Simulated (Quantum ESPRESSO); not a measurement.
CuIn4Mo2Ag, a guest atom moved from site to site

Simulated, not a measurement. The program is pw.x of Quantum ESPRESSO 7.5 (plane-wave density functional theory). The cell is made up: eight metal atoms on a face-centred cubic lattice, with elements, volume, strain and displacements drawn at random and not relaxed, so it may be unstable or far from any real phase. PseudoDojo standard norm-conserving files set the functional (PBE unless stated); there is no spin polarisation or spin-orbit coupling, the Fermi-Dirac width of 0.25 eV means electrons at about 2900 K, and the masses in the input are unused placeholders. The copper pseudopotential is less sure than most, with forces differing by about three percent and pressure by about two GPa from a second method on plain copper. A spin test at this wide smearing found no moment, but such smearing suppresses magnetism that the real alloy may have.

The runs move one Cu atom among sites that otherwise hold In. Cell, positions, cutoff, mesh and smearing stay as in the input of run 1; sites are counted in its order. Stress in the tables is positive in tension.

Input of run 1:

```
&control calculation='scf', pseudo_dir='./dojo.nc.sr.pbe.v0_5.standard.upf', outdir='./o', disk_io='minimal', tprnfor=.true., tstress=.true. /
&system ibrav=0, nat=8, ntyp=4, nbnd=69, ecutwfc=92.02030273, nosym=.true., tot_charge=0,
 occupations='smearing', smearing='fd', degauss=0.0183746611
/
&electrons conv_thr=1.470e-08, electron_maxstep=70, mixing_beta=0.5 /
ATOMIC_SPECIES
Ag 1.0 Ag.upf
Cu 1.0 Cu.upf
In 1.0 In.upf
Mo 1.0 Mo.upf
CELL_PARAMETERS angstrom
0.0 2.0849 2.0849
-4.1698 2.0849 -2.0849
-4.1698 -6.2547 6.2547
ATOMIC_POSITIONS angstrom
Cu -0.0338 -0.0221 0.0471
In -4.2219 -4.0606 4.1938
In -4.2073 -2.086 2.0899
In -4.2152 -0.0204 -0.0467
In -2.0835 -2.1662 4.1444
Mo -2.1403 -0.0003 2.1438
Ag -2.1259 2.1376 -0.0453
Mo -6.1928 -2.0126 4.1496
K_POINTS automatic
8 5 3 1 1 1
```

| run | elements on sites 1 to 8 | free energy less that of run 1 (eV) | -TS (eV) | pressure (GPa) | stress xx (GPa) | stress yy (GPa) | stress zz (GPa) | stress yz (GPa) | stress xz (GPa) | stress xy (GPa) | iterations |
| --- | --- | --- | --- | --- | --- | --- | --- | --- | --- | --- | --- |
| 1 | Cu In In In In Mo Ag Mo | 0.000 | -1.038 | 7.39 | -8.73 | -6.80 | -6.65 | -0.66 | 0.48 | -0.51 | 17 |
| 2 | In In Cu In In Mo Ag Mo | -1.042 | -0.959 | 4.73 | -4.55 | -4.95 | -4.67 | -0.62 | 1.82 | -1.82 | 17 |
| 3 | In In In Cu In Mo Ag Mo | -0.503 | -1.025 | 6.17 | -6.76 | -6.08 | -5.67 | -0.91 | -1.12 | 1.10 | 15 |
| 4 | In In In In Cu Mo Ag Mo | -1.464 | -0.915 | 4.38 | -2.12 | -5.47 | -5.55 | 1.44 | 0.24 | -0.11 | 16 |

Forces Fx Fy Fz (eV/Å):

```
site             run 1             run 2             run 3             run 4
   1  -0.07 0.15 -0.14  -0.06 0.62 -0.59  -0.20 -0.21 0.22  -0.06 0.62 -0.59
   2  -0.51 -1.78 1.39  -0.31 -0.43 0.02  -0.43 -1.22 0.86   0.92 -0.51 0.27
   3   0.69 0.16 -0.20   0.19 0.06 -0.05   0.81 0.77 -0.83   0.42 0.36 -0.28
   4   1.13 1.15 -0.92   0.95 -0.36 0.57    0.20 0.02 0.08  -0.20 -0.35 0.58
   5  -0.23 0.58 -0.17   0.05 0.38 -0.10   1.10 1.31 -0.92  -0.06 0.17 -0.04
   6  0.46 -0.13 -0.19  -0.40 -0.31 0.02  0.12 -0.13 -0.04  0.00 -0.18 -0.15
   7  -0.01 -0.18 0.21   0.21 -0.25 0.30  -0.36 -0.58 0.64   0.20 -0.26 0.31
   8   -1.47 0.04 0.03  -0.62 0.29 -0.18  -1.25 0.06 -0.01  -1.23 0.17 -0.12
```

The sites are displaced and not relaxed, so the energy differences mix bonding between neighbours with strain and are not ordering energies. A rerun of one cell of this series at a higher cutoff and on a denser mesh moved values by no more than 0.007 eV in energy, 0.08 GPa in stress and 0.005 eV/Å in force, and a second program with other atomic files agreed on that cell to 2 % rms in force and 0.5 GPa in pressure.